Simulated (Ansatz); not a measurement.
BP in space group P6_422 (No. 181; B on 3c, P on 3d) at seven volumes, PBEsol (plane waves, PAW; program Ansatz), shape and atoms relaxed at each. One row is withheld.

```json
[
 {"V (Å³/atom)": "9.686", "P (GPa)": "20.57"},
 {"V (Å³/atom)": "10.006", "P (GPa)": "?"},
 {"V (Å³/atom)": "10.325", "P (GPa)": "5.86"},
 {"V (Å³/atom)": "10.644", "P (GPa)": "0.01"},
 {"V (Å³/atom)": "10.964", "P (GPa)": "-5.05"},
 {"V (Å³/atom)": "11.283", "P (GPa)": "-9.41"},
 {"V (Å³/atom)": "11.602", "P (GPa)": "-13.17"}
]
```

### Question
Fit the shown pressures and predict the withheld one.

### Answer
Third-order Birch–Murnaghan: P = (3/2)B₀(x^(7/2) − x^(5/2))[1 + (3/4)(B′ − 4)(x − 1)] with x = (V₀/V)^(2/3). Least squares on the six rows gives V₀ = 10.645 Å³/atom, B₀ = 181.1 GPa, B′ = 3.93. At V = 10.006, x = 1.0421 and P = 12.66 GPa. The run itself gave 12.66 GPa.

The start of the workflow was typed in or built on a structure type; neither database checked (COD, Materials Project) lists it. It is not the phase usual at ambient conditions (space group No. 216). The cell was relaxed with PBEsol under the symmetry of its start; its stability against distortions is not shown here.

Potentials: the earlier of the program's two PAW sets. The files were generated under PBE; for other functionals the program regenerates the frozen cores, and for LDA and PBEsol the local potential too.
